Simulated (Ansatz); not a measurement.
Relaxation of a generated cell, TiSi2 placed in the AFLOW prototype A2B_tP6_136_f_a (C4, as in TiO2); 6 atoms in the cell, which starts as P4₂/mnm (No. 136), tP6; a = b = 5.1311 Å, c = 3.3044 Å, α = β = γ = 90.00°. The numbers are results of PBE (plane waves to 420 eV, PAW, scalar-relativistic; Ansatz, a program for electronic structure), not measurements. Γ-centred k-mesh 5×5×7 on the run's cell (coarser than for final values), Fermi–Dirac smearing 0.05 eV. This is the first round of the run. 

The optimiser's lines from the output (shortened; P is positive under compression):

```
relax step   1: F+E_penalty+E_count = -7532.00934366 eV  Δ(F+E_penalty+E_count) = +0.000e0 eV  max|allowed force component| = 1.412e0 eV/Å  Δτ_max = 0.0000 Å  P = +57.283 GPa  Ω = 87.000 Å³  (8 SCF iters, dr2 threshold 1.00e-7 eV, accepted)
relax step   2: F+E_penalty+E_count = -7535.35995148 eV  Δ(F+E_penalty+E_count) = -3.351e0 eV  max|allowed force component| = 7.327e-1 eV/Å  Δτ_max = 0.0200 Å  P = +32.458 GPa  Ω = 98.623 Å³  (7 SCF iters, dr2 threshold 6.00e-7 eV, accepted)
relax step   3: F+E_penalty+E_count = -7537.34447295 eV  Δ(F+E_penalty+E_count) = -1.985e0 eV  max|allowed force component| = 2.948e-1 eV/Å  Δτ_max = 0.0294 Å  P = +14.753 GPa  Ω = 111.949 Å³  (7 SCF iters, dr2 threshold 6.00e-7 eV, accepted)
relax step   4: F+E_penalty+E_count = -7538.12781703 eV  Δ(F+E_penalty+E_count) = -7.833e-1 eV  max|allowed force component| = 7.875e-2 eV/Å  Δτ_max = 0.0381 Å  P = +5.145 GPa  Ω = 123.019 Å³  (7 SCF iters, dr2 threshold 6.00e-7 eV, accepted)
relax step   5: F+E_penalty+E_count = -7538.46565045 eV  Δ(F+E_penalty+E_count) = -3.378e-1 eV  max|allowed force component| = 5.265e-2 eV/Å  Δτ_max = 0.0544 Å  P = +0.361 GPa  Ω = 129.675 Å³  (7 SCF iters, dr2 threshold 6.00e-7 eV, accepted)
relax step   6: F+E_penalty+E_count = -7538.81858654 eV  Δ(F+E_penalty+E_count) = -3.529e-1 eV  max|allowed force component| = 8.817e-2 eV/Å  Δτ_max = 0.0420 Å  P = -1.893 GPa  Ω = 130.883 Å³  (6 SCF iters, dr2 threshold 6.00e-7 eV, accepted)
relax step   7: F+E_penalty+E_count = -7539.26621960 eV  Δ(F+E_penalty+E_count) = -4.476e-1 eV  max|allowed force component| = 7.453e-3 eV/Å  Δτ_max = 0.0371 Å  P = -2.909 GPa  Ω = 129.278 Å³  (6 SCF iters, dr2 threshold 6.00e-7 eV, accepted)
relax step   8: F+E_penalty+E_count = -7539.68974218 eV  Δ(F+E_penalty+E_count) = -4.235e-1 eV  max|allowed force component| = 1.387e-1 eV/Å  Δτ_max = 0.0299 Å  P = -3.453 GPa  Ω = 126.625 Å³  (7 SCF iters, dr2 threshold 6.00e-7 eV, accepted)
relax step   9: F+E_penalty+E_count = -7540.07653704 eV  Δ(F+E_penalty+E_count) = -3.868e-1 eV  max|allowed force component| = 5.366e-2 eV/Å  Δτ_max = 0.0081 Å  P = -1.916 GPa  Ω = 121.057 Å³  (7 SCF iters, dr2 threshold 6.00e-7 eV, accepted)
relax step  10: F+E_penalty+E_count = -7540.31717185 eV  Δ(F+E_penalty+E_count) = -2.406e-1 eV  max|allowed force component| = 7.111e-2 eV/Å  Δτ_max = 0.0090 Å  P = +0.543 GPa  Ω = 115.857 Å³  (7 SCF iters, dr2 threshold 6.00e-7 eV, accepted)
relax step  11: F+E_penalty+E_count = -7540.34173288 eV  Δ(F+E_penalty+E_count) = -2.456e-2 eV  max|allowed force component| = 8.308e-3 eV/Å  Δτ_max = 0.0104 Å  P = +0.048 GPa  Ω = 115.858 Å³  (6 SCF iters, dr2 threshold 6.00e-7 eV, accepted)
relax step  12: F+E_penalty+E_count = -7540.34211826 eV  Δ(F+E_penalty+E_count) = -3.854e-4 eV  max|allowed force component| = 1.720e-3 eV/Å  Δτ_max = 0.0014 Å  P = -0.059 GPa  Ω = 115.894 Å³  (6 SCF iters, dr2 threshold 1.63e-7 eV, accepted)
relax step  13: F+E_penalty+E_count = -7540.34214987 eV  Δ(F+E_penalty+E_count) = -3.161e-5 eV  max|allowed force component| = 2.293e-4 eV/Å  Δτ_max = 0.0002 Å  P = +0.020 GPa  Ω = 115.810 Å³  (6 SCF iters, dr2 threshold 1.74e-8 eV, accepted)
relax step  14: F+E_penalty+E_count = -7540.34214733 eV  Δ(F+E_penalty+E_count) = +2.540e-6 eV  max|allowed force component| = 2.107e-5 eV/Å  Δτ_max = 0.0001 Å  P = +0.000 GPa  Ω = 115.833 Å³  (6 SCF iters, dr2 threshold 1.06e-9 eV, accepted)
relax step  15: F+E_penalty+E_count = -7540.62634798 eV  Δ(F+E_penalty+E_count) = -2.842e-1 eV  max|allowed force component| = 2.494e-3 eV/Å  Δτ_max = 0.0000 Å  P = +2.873 GPa  Ω = 115.833 Å³  stress off target by 4.08e0 GPa  SCF on the basis re-selected at this cell (its energy is not comparable with the rows above)  (8 SCF iters)
relax step  16: F+E_penalty+E_count = -7540.68113538 eV  Δ(F+E_penalty+E_count) = -5.479e-2 eV  max|allowed force component| = 1.046e-3 eV/Å  Δτ_max = 0.0021 Å  P = +0.702 GPa  Ω = 118.758 Å³  (6 SCF iters, dr2 threshold 6.00e-7 eV, accepted)
relax step  17: F+E_penalty+E_count = -7540.68628482 eV  Δ(F+E_penalty+E_count) = -5.149e-3 eV  max|allowed force component| = 4.616e-3 eV/Å  Δτ_max = 0.0009 Å  P = +0.025 GPa  Ω = 119.745 Å³  (6 SCF iters, dr2 threshold 6.00e-7 eV, accepted)
relax step  18: F+E_penalty+E_count = -7540.68666789 eV  Δ(F+E_penalty+E_count) = -3.831e-4 eV  max|allowed force component| = 2.111e-3 eV/Å  Δτ_max = 0.0012 Å  P = -0.021 GPa  Ω = 119.789 Å³  (6 SCF iters, dr2 threshold 9.28e-8 eV, accepted)
relax step  19: F+E_penalty+E_count = -7540.68671076 eV  Δ(F+E_penalty+E_count) = -4.287e-5 eV  max|allowed force component| = 2.349e-5 eV/Å  Δτ_max = 0.0006 Å  P = +0.016 GPa  Ω = 119.721 Å³  (6 SCF iters, dr2 threshold 1.38e-8 eV, accepted)
relax step  20: F+E_penalty+E_count = -7540.68670925 eV  Δ(F+E_penalty+E_count) = +1.510e-6 eV  max|allowed force component| = 1.461e-4 eV/Å  Δτ_max = 0.0000 Å  P = -0.000 GPa  Ω = 119.745 Å³  (6 SCF iters, dr2 threshold 1.01e-9 eV, accepted)
relax step  21: F+E_penalty+E_count = -7540.68716431 eV  Δ(F+E_penalty+E_count) = -4.551e-4 eV  max|allowed force component| = 1.663e-4 eV/Å  Δτ_max = 0.0000 Å  P = -0.005 GPa  Ω = 119.745 Å³  stress off target by 5.14e-3 GPa  SCF on the basis re-selected at this cell (its energy is not comparable with the rows above)  (6 SCF iters)
```

From the first to the last row the energy changes by -1.45 eV/atom and the volume by +37.6 %. The last row is marked as not comparable with the walk above it, whose basis was carried along; it does compare with step 1, since both stand on a basis selected at the nominal cutoff for their own cell.

Energy and pressure jump between steps 14 and 15 at one geometry, where the plane-wave basis was selected anew. While the cell walks, the set of plane waves is carried along, so its effective cutoff drifts with the strain; re-selecting it at 420 eV moved the energy by -0.047 eV/atom and the pressure by 2.9 GPa. Only step 1 and rows on a re-selected basis compare with each other.

Later rounds, restarted from the end of this one on a renewed k-mesh, logged 9 more steps. The final structure after all rounds: P4₂/mnm (No. 136), tP6; a = 6.7622 Å, b = 6.7622 Å, c = 2.6224 Å, α = 90.00°, β = 90.00°, γ = 90.00°. Between re-selections the logged energies stand on a plane-wave basis carried along with the cell. No spin polarisation in the result. A magnetic state may lie lower.

The run could not lose the symmetry of its start: the end is stationary, and may be a saddle point rather than a minimum.

The relaxed structure here is a generated cell of TiSi2: the first start was made by placing the elements on the sites of a structure type, and the end was not matched to a known phase here, so it may be hypothetical. Known forms of TiSi2 include space group No. 63, 70.
